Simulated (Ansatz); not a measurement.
With plane-wave PAW PBE+D3(BJ) (Ansatz code), Si2Ni in the trigonal phase (P-3m1; Ni on 1a, Si on 2d) relaxes to a = 2.824 Å, c = 5.319 Å. Ni has 6 nearest neighbours from 2.35 Å (octahedral). Against the elements it lies at -0.23 eV/atom, with no fitted shifts.

Electronic character: metallic (no gap). The magnetic state found is non-magnetic (starting moments vanished).

The start of the workflow was typed in or built on a structure type; neither database checked (COD, Materials Project) lists it. It is not the phase usual at ambient conditions (space group No. 225). Symmetry was held in the PBE+D3(BJ) relaxation; its stability against distortions is not shown here. The workflow began spin-polarised and lost its moments. The volume moved by -28 % from the start of the relaxation. The references are the lowest solids computed at this level, not always the standard phases.

Potentials: the earlier of the program's two PAW sets.
